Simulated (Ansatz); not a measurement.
**Property card for YRh**

YRh (CsCl type, Pm-3m), a = b = c = 3.3512 Å, α = β = γ = 90.00°.

Space group Pm-3m (No. 221), CsCl type; conventional cell a = b = c = 3.3512 Å, α = β = γ = 90.00°.

Method: the program Ansatz at the LDA level (PAW). The cell and atoms are relaxed at this level. Other levels are named where they apply.

Cell and energy:

```json
{
 "volume_per_atom": "18.82 Å³",
 "density": "8.46 g/cm³",
 "Formation energy from the elements (no fitted shifts)": "-0.82 eV/atom"
}
```

Electronic structure:

```json
{
  "electronic_character": "metallic (no gap)",
  "Density of states at the Fermi level": "0.36 states/eV per atom (mean over ±0.08 eV)"
}
```

Mechanics:

```json
{
 "Bulk modulus (Birch–Murnaghan fit)": "132 GPa",
 "Pressure derivative B′": "4.3",
 "Elastic constants (relaxed ions, GPa)": "C11 = 172, C12 = 111, C44 = 41.3",
 "mechanical_stability": "stable (all eigenvalues of C positive)",
 "hill_bulk_and_shear_moduli": "131 and 36.6 GPa",
 "Young's modulus": "100 GPa",
 "Poisson's ratio": "0.37",
 "debye_temperature_from_the_elastic_constants": "262 K"
}
```

Phonons:

```json
{
 "highest_zone_centre_frequency": "148 cm^-1",
 "zone_centre_stability": "no imaginary mode at Γ"
}
```

The workflow started from a Materials Project entry (that database holds measured and hypothetical structures alike); the Crystallography Open Database files this formula in space group No. 221, but the cells were not matched. Whether it is the stable phase at ambient conditions was not checked. The cell was relaxed with LDA under the symmetry of its start. No spin polarisation was allowed. As this level gives no gap, shear constants depend on the k-mesh and smearing (Fermi–Dirac, 0.1 eV here). As this level gives no gap, phonon frequencies hold no LO–TO term and depend on the k-mesh and smearing (Fermi–Dirac, 0.1 eV here). The references are the lowest solids computed at this level, not always the standard phases. Spin–orbit coupling is left out wherever it is not named.

Potentials: the later of the program's two PAW sets.
